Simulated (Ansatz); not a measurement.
Al₂Cu (Al2Cu type, space group I4/mcm)

```xyz
6
Lattice="-3.0297 3.0297 2.4370 3.0297 -3.0297 2.4370 3.0297 3.0297 -2.4370" Properties=species:S:1:pos:R:3 pbc="T T T"
Al     0.9591     3.9888     0.0000
Al     0.9591     2.0706     2.4370
Al     2.0706     0.9591     0.0000
Al     2.0706    -0.9591     2.4370
Cu     0.0000     0.0000     1.2185
Cu     0.0000     0.0000     3.6555
```

Two coordinates are scanned: the volume, and the ratio of the stretch along z (the conventional c axis) to the stretch across it. Atoms keep their fractional coordinates.

All values below come from PBE (plane waves to 420 eV, PAW, scalar-relativistic; Ansatz, a first-principles code). k mesh 12×12×12 (Γ-centred), Fermi-Dirac smearing 0.05 eV. Energies are smeared free energies. Compression counts positive. As the atoms are clamped, bonds stretch with the cell, which overstates energies and stresses. With partly filled bands, the response to shear is sensitive to the k mesh, so small differences along c/a are uncertain. Al2Cu is run without spin polarisation. Al2Cu was relaxed with its symmetry unable to fall. The PAW data are Ansatz's earlier set. ΔE is measured from the relaxed starting cell.

ΔE (meV/atom), with V/V₀ across and (c/a)/(c/a)₀ down:

```csv
(c/a)/(c/a)₀ \ V/V₀,0.960,0.973,0.987,1.000,1.013,1.027,1.040
0.960,15,10,7,6,7,9,13
0.973,11,6,4,3,4,6,10
0.987,9,4,2,1,2,4,8
1.000,8,3,1,0,1,3,7
1.013,9,4,2,1,1,4,7
1.027,11,6,4,3,3,5,9
1.040,14,9,7,6,6,8,12
```

σxx (GPa), with V/V₀ across and (c/a)/(c/a)₀ down:

```csv
(c/a)/(c/a)₀ \ V/V₀,0.960,0.973,0.987,1.000,1.013,1.027,1.040
0.960,2.6,1.1,-0.3,-1.6,-2.9,-4.0,-5.1
0.973,3.2,1.7,0.2,-1.1,-2.3,-3.5,-4.6
0.987,3.9,2.3,0.8,-0.6,-1.8,-3.0,-4.1
1.000,4.5,2.9,1.4,0.0,-1.3,-2.5,-3.6
1.013,5.1,3.5,2.0,0.6,-0.7,-2.0,-3.1
1.027,5.7,4.1,2.6,1.1,-0.2,-1.5,-2.6
1.040,6.3,4.6,3.1,1.6,0.3,-1.0,-2.1
```

Summary:

The modulus against c/a change at fixed volume, (3/4V)·∂²E/∂(ln c/a)² (fit, atoms clamped) is 60 GPa, an upper bound as the atoms could relax. Lowest place on the grid: V/V₀ = 1.000, (c/a)/(c/a)₀ = 1.000 (0 meV/atom). Highest place on the grid: V/V₀ = 0.960, (c/a)/(c/a)₀ = 0.960 (15 meV/atom).

The 49 points together took around 15 core-minutes (rough).

(A scan under strain: stresses follow from slopes of the energy per volume, elastic moduli from its curvatures.)
